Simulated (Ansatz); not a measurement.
# Calculated quadrupolar parameters for Co at a changed volume

The cell is a COD entry, relaxed with PBE at fixed cell and then changed (volume scaled by 0.94, ions relaxed).

```
CELL_PARAMETERS angstrom
2.45426 0.00000 0.00000
-1.22713 2.12545 0.00000
0.00000 0.00000 4.00582
ATOMIC_POSITIONS crystal
Co 0.33333 0.66667 0.25000
Co 0.66667 0.33333 0.75000
```

Atom numbers follow the list; atoms alike are taken as one site, whose name carries the number of the first.

All values are calculated (Ansatz; DFT, PBE, plane waves and PAW, scalar-relativistic, collinear spin, 420 eV cutoff, Γ-centred 21×21×11 k-points, Fermi–Dirac smearing 0.05 eV), not measured. Start moments as typed (μB): 2 on each Co.

Conventions: |V_zz| ≥ |V_yy| ≥ |V_xx|, η = (V_xx − V_yy)/V_zz, C_Q = eQV_zz/h. Directions are in the Cartesian axes of the cell vectors above, for the atom listed; none is given where the gradient is under 0.02 or η is above 0.95.

**Question.** Which values are expected at the nuclei?

**Answer.** 

```tsv
site	first atom	first shell	V_zz (10²¹ V/m²)	η	direction of V_zz (x, y, z)
Co	1	12 Co at 2.45 Å	-0.15	0.00	0.00 0.00 1.00
```

An axis of threefold or higher order runs through Co, so V_zz lies along it and η is zero.

With no gap above 0.1 eV, as in a metal, the gradients converge slowly in k; expect changes of a tenth or more on a denser mesh. With these PAW files V_zz is typically within 2 to 3 % of all-electron values, but misses above 10 % occur on Co. At this changed cell the PBE pressure is 9 GPa.

The relaxation (1 step) took 20 s of wall time (20 s of CPU time) and 0.6 GiB at its peak, on 1 thread of Intel Xeon Platinum 8375C CPU @ 2.90GHz (Ice Lake) (x86_64; 16 cores open to the job, memory cap 3.0 GiB, no GPU), a shared host with a load of 0.6 a core.
